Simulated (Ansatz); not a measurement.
AlPd₃N:
```cif
data_AlNPd3
_chemical_formula_sum 'Al1 Pd3 N1'
_space_group_name_H-M_alt 'P 1'
_space_group_IT_number 1
_cell_length_a 4.07673
_cell_length_b 4.07673
_cell_length_c 4.07673
_cell_angle_alpha 90.000
_cell_angle_beta 90.000
_cell_angle_gamma 90.000
loop_
_space_group_symop_operation_xyz
  'x, y, z'
loop_
_atom_site_label
_atom_site_type_symbol
_atom_site_fract_x
_atom_site_fract_y
_atom_site_fract_z
_atom_site_occupancy
Al1 Al 0.00000 0.00000 0.00000 1
Pd1 Pd 0.00000 0.50000 0.50000 1
Pd2 Pd 0.50000 0.00000 0.50000 1
Pd3 Pd 0.50000 0.50000 0.00000 1
N1 N 0.50000 0.50000 0.50000 1
```

Relaxed with PBEsol.

Decompose the optical modes at the zone centre into irreducible representations, and say which are infrared and Raman allowed.

Point group m-3m: Γ_opt = 3T1u + T2u. Infrared: T1u. Raman: none.

Assign frequencies (DFPT, the program Ansatz at the PBEsol level (PAW)).

T2u 64i, T1u 94, T1u 167, T1u 538 cm⁻¹.

Space group Pm-3m (anti-perovskite). The start of the workflow was typed in or built on a structure type; neither database checked (COD, Materials Project) lists it. Its standing as an ambient phase is unchecked. The PBEsol relaxation kept the symmetry of its start. At this level the phase is dynamically unstable (imaginary phonons). No spin polarisation was allowed. As this level gives no gap, phonon frequencies hold no LO–TO term and depend on the k-mesh and smearing (Fermi–Dirac, 0.1 eV here).

Potentials: the later of the program's two PAW sets.
